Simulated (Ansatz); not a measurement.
Input:

AlPt$_{3}$:
```
CELL_PARAMETERS angstrom
      5.44656     0.00000     0.00000
      0.00000     5.44656     0.00000
      0.00000     0.00000     7.85339
ATOMIC_POSITIONS crystal
  Al 0.50000 0.00000 0.23826
  Al 0.50000 0.00000 0.76174
  Al 0.00000 0.50000 0.23826
  Al 0.00000 0.50000 0.76174
  Pt 0.23589 0.73589 0.00000
  Pt 0.76411 0.26411 0.00000
  Pt 0.26411 0.23589 0.00000
  Pt 0.73589 0.76411 0.00000
  Pt 0.00000 0.00000 0.25342
  Pt 0.00000 0.00000 0.74658
  Pt 0.50000 0.50000 0.74658
  Pt 0.50000 0.50000 0.25342
  Pt 0.69463 0.19463 0.50000
  Pt 0.30537 0.80537 0.50000
  Pt 0.80537 0.69463 0.50000
  Pt 0.19463 0.30537 0.50000
```

This is the PBEsol-relaxed structure.

### Question
All from PBEsol in the plane-wave PAW code Ansatz, unless another level is named. Predict the formation energy from the elements (no fitted shifts).

### Answer
-0.71 eV/atom.

### Question
Give the density of states at the Fermi level.

### Answer
0.53 states/eV per atom (mean over ±0.08 eV).

Space group P4/mbm. The workflow started from a Materials Project entry (that database holds measured and hypothetical structures alike); the Crystallography Open Database copy checked does not list it. Its standing as an ambient phase is unchecked. The PBEsol relaxation kept the symmetry of its start; whether a distortion lowers the energy is not shown. No spin polarisation was allowed. The references are the lowest solids computed at this level, not always the standard phases. Spin–orbit coupling is left out wherever it is not named.

Potentials: the later of the program's two PAW sets.
